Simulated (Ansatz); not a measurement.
Os (hcp (Mg type), space group No. 194) under volume change, plane-wave PAW LDA (Ansatz code), shape and atoms relaxed at each volume.

```csv
V (Å³/atom),E − E(relaxed) (meV/atom),P (GPa)
12.467,185.8,52.78
12.878,77.6,32.10
13.289,18.3,14.68
13.700,0.0,-0.01
14.111,16.3,-12.36
14.522,61.7,-22.74
14.933,131.6,-31.44
```

Q: What does a third-order Birch–Murnaghan fit give for V₀, B₀ and B′?

A: V₀ = 13.70 Å³/atom, B₀ = 448 GPa, B′ = 4.7.

Space group P6_3/mmc (hcp (Mg type)). Symmetry was held in the LDA relaxation; of distortions, only those at the zone centre were tested. No spin polarisation was allowed. Spin–orbit coupling is left out wherever it is not named.

Potentials: the earlier of the program's two PAW sets.
